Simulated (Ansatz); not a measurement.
The start is a generated cell, In placed in the lonsdaleite structure type. The structure is fully relaxed (lattice and positions, P = 0) with r2SCAN (plane waves to 500 eV, PAW, scalar-relativistic; Ansatz, a quantum-chemistry and plane-wave program). First-step values are on the input's coarse k-mesh.

Ansatz input (later rounds restart from its end on a renewed k-mesh):
Ansatz 0.2 input:
```yaml
crystal:
  lattice:
    - [4.456671, 0, 0]
    - [-2.2283355, 3.8595903, 0]
    - [0, 0, 7.433116]
  atoms:
    - { symbol: In, position: [0.33333333, 0.66666667, 0.05995] }
    - { symbol: In, position: [0.66666667, 0.33333333, 0.55995] }
    - { symbol: In, position: [0.66666667, 0.33333333, 0.94005] }
    - { symbol: In, position: [0.33333333, 0.66666667, 0.44005] }
basis: { ecutwfc: 500, ecutrho_ratio: 4, xc_grid: 4, fft_grid_basis: typed }
kpoints: { mp_grid: { grid: [9, 9, 5] } }
hamiltonian:
  xc: r2scan
  dispersion: none
  pseudopotentials: { azcp: { folder: ./paw }, kind: paw }
scf: { occupations: { method: fermi_dirac, width: 0.05 } }
relax: { f_tol: 0.01, max_steps: 100, cell: { stress_tol: 0.02 } }
output: { forces: true, stress: true }
```

### Question
How large is the pressure on the unrelaxed cell, and of which sign?

### Answer
+5.1 GPa (positive: the cell is compressed).

### Question
What is the largest force in the starting geometry, and on which atom (counted from 1)?

### Answer
0.31 eV/Å, on In1, In2, In3, In4 (atoms numbered as listed).

### Question
What symmetry does the relaxed structure have?

### Answer
The space group goes from P6₃/mmc (No. 194) to P6/mmm (No. 191), with 2 atoms in the primitive cell.

### Question
By how much does the energy per atom fall from start to end?

### Answer
0.23 to 0.24 eV/atom (the two k-meshes of the run give this range).

### Question
How does the volume per atom move from start to end?

### Answer
+4.8 %, from 31.96 to 33.51 Å³/atom.

### Question
How do the shortest distances between atoms change?

### Answer
The closest pairs of elements (up to four, under 3.6 Å), start → end: In–In 2.72 → 2.89 Å.

### Question
Is the relaxed structure metallic? Give its gap.

### Answer
No gap (metallic).

### Question
Give the final cell and atomic positions.

### Answer

Space group P6/mmm (No. 191); a = b = 5.009 Å, c = 3.084 Å, α = β = 90.00°, γ = 120.00°

| atom | site | symmetry | x | y | z |
|---|---|---|---|---|---|
| In | 2c | -6m2 | 0.3333 | 0.6667 | 0.0000 |

Final values are on a 11×11×15 k-mesh of the relaxed cell. No spin polarisation in the result.

The run could not lower the symmetry of its start; a shaken copy of this end point relaxes with r2SCAN to Immm (No. 71), 0.12 eV/atom lower.

The relaxed structure here is a generated cell of In: the first start was made by placing the elements on the sites of a structure type, and the end was not matched to a known phase here, so it may be hypothetical. Known forms of In include space group No. 139.
